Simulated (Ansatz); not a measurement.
The cell of Mg₂Be is invented: ordered superstructure of omega (P6/mmm, No. 191) (sublattice all; occupants of the shared sites, in ratio, Be: 1, Mg: 2). Lengths were set from tabulated atomic sizes, so they are only a guess.

```
CELL_PARAMETERS angstrom
4.63411 0.00000 0.00000
-2.31705 4.01326 0.00000
0.00000 0.00000 2.84071
ATOMIC_POSITIONS crystal
Mg 0.33333 0.66667 0.50000
Mg 0.66667 0.33333 0.50000
Be 0.00000 0.00000 0.00000
```

All numbers below come from DFT PBE, scalar-relativistic, plane waves, PAW in Ansatz. Cutoff 420 eV, Gaussian smearing, Γ-centred meshes. Cell and atoms relax on a converged mesh. In metals the finer mesh still leaves noise of several meV/atom or more. The steps can't lower the symmetry of their start. No spin polarisation.

A guess keeps its type if space group and coordination stay and the shape of the cell changes little (axis ratios within about 15 %, angles within 6°); the volume may change.

Task: Will the relaxed cell still be of the starting type?

Result: It keeps its type. The symmetry stays P6/mmm (No. 191). The volume per atom stays near 17.7 Å³. The shortest distance goes from 2.68 Å (Mg–Mg) to 2.72 Å (Mg–Mg). The ratio c/a of the conventional cell changes by a factor of 0.96. Counting neighbours within 15 % of an atom's shortest distance, the start has Be 14, Mg 11 and the end Be 14, Mg 11.

The zero of energy is the elements' standard structures at the same level; no fitted shifts are applied.

Task: At what energy does it end?

Result: +0.52 eV/atom. It can't be a ground state, since the elements alone are lower.

The last run used a 12×12×16 mesh (in the run's order of axes) for its 3-atom cell and Gaussian smearing of 0.10 eV. A structure relaxed within its symmetry needn't be a true minimum.
